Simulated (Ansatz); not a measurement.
LaP (rock salt, space group No. 225), r²SCAN (plane waves, PAW; program Ansatz), all energies at zero smearing, with the estimated change up to a 700 eV cutoff added, with one set of potentials and settings (totals compare only within such a set). Cell of 2 atoms (1 P, 1 La): -7027.489 eV.

```
element                reference phase  E (eV/atom)
-------  -----------------------------  -----------
P            Cmce, 4 atoms in the cell    -759.1646
La       P6_3/mmc, 4 atoms in the cell   -6264.6784
```

Formation energy per atom, worked out: (-7027.489 − 1×(-759.1646) − 1×(-6264.6784))/2 = -1.823 eV/atom (-176 kJ per mol of atoms), at 0 K, without zero-point energy or fitted corrections.

Space group Fm-3m (rock salt). The workflow started from an entry of the Crystallography Open Database (COD). Its standing as an ambient phase is unchecked. The r²SCAN relaxation kept the symmetry of its start; whether a distortion lowers the energy is not shown. The references are the lowest solids computed at this level, not always the standard phases. Scalar-relativistic: spin–orbit coupling is off unless named, which matters more the heavier the elements.

Potentials: the later of the program's two PAW sets.
